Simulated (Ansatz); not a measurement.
## Ag: stationary points along a deformation path

The calculation used DFT LDA, scalar-relativistic, plane waves, PAW in Ansatz 0.2.0. Settings: plane waves to 420 eV, k-mesh 24×24×12 (Γ-centred), Methfessel–Paxton smearing 0.1 eV. No spin polarisation. Energies are free energies at this smearing, counted from the undisturbed cell; pressure is positive in compression.

Zero of the scan (as given, not relaxed at this level; it stands at -10.7 GPa; this form isn't the usual structure):

```
Ag
1.0
     2.93000    0.00000    0.00000
    -1.46500    2.53745    0.00000
     0.00000    0.00000    4.79000
Ag
2
Direct
  0.33333 0.66667 0.25000
  0.66667 0.33333 0.75000
```

At fixed volume and fractional coordinates, lengths along (0.000, 0.000, 1.000) are scaled against those across it; ρ is that ratio over its starting value. V = 17.806 Å³/atom. Δσ is the stress along the axis less the mean stress across it (compression positive).

| ρ | ΔE (meV/atom) | Δσ (GPa) | space group |
| --- | --- | --- | --- |
| 0.800 | 110.7 | 11.40 | P6_3/mmc |
| 0.850 | 63.2 | 9.42 | P6_3/mmc |
| 0.920 | 20.1 | 5.38 | P6_3/mmc |
| 0.960 | 6.1 | 3.51 | P6_3/mmc |
| 1.000 | 0.0 | 0.32 | P6_3/mmc |
| 1.050 | 4.7 | -3.12 | P6_3/mmc |
| 1.100 | 22.2 | -6.97 | P6_3/mmc |
| 1.200 | 87.9 | -14.10 | P6_3/mmc |
| 1.300 | 196.6 | -22.75 | P6_3/mmc |

Q: How does the stress give the slope of the energy, and where is the energy stationary?

A: Along the path d ln(length) is 2/3 d ln ρ on the axis and −1/3 d ln ρ across it, so dE/d ln ρ = −(2/3) V Δσ: the energy falls with ρ where Δσ is positive. Δσ vanishes or changes sign between ρ = 1.000 and 1.050, a minimum (near 1.00 by linear interpolation). Pairs of stationary points between two samples would go unseen, and could change a minimum read from distant neighbours into a maximum.

Q: Integrate that slope from ρ = 1 to 1.200 by the trapezoid rule.

A: With V/N in Å³ and 1 eV/Å³ = 160.2 GPa the slopes at ρ = 1.000, 1.050, 1.100, 1.200 are -24, 231, 517, 1045 meV/atom per unit of ln ρ. The steps add 5.1 + 17.4 + 67.9 = 90.4 meV/atom, against 87.9 from the energies; the trapezoid rule misses the curvature of the slope within each step.

In a metal these slopes depend on the k mesh and the smearing.

Cost: 9 runs of about 3 core-minutes in all, on Intel Xeon Processor @ 2.70GHz (shared hosts).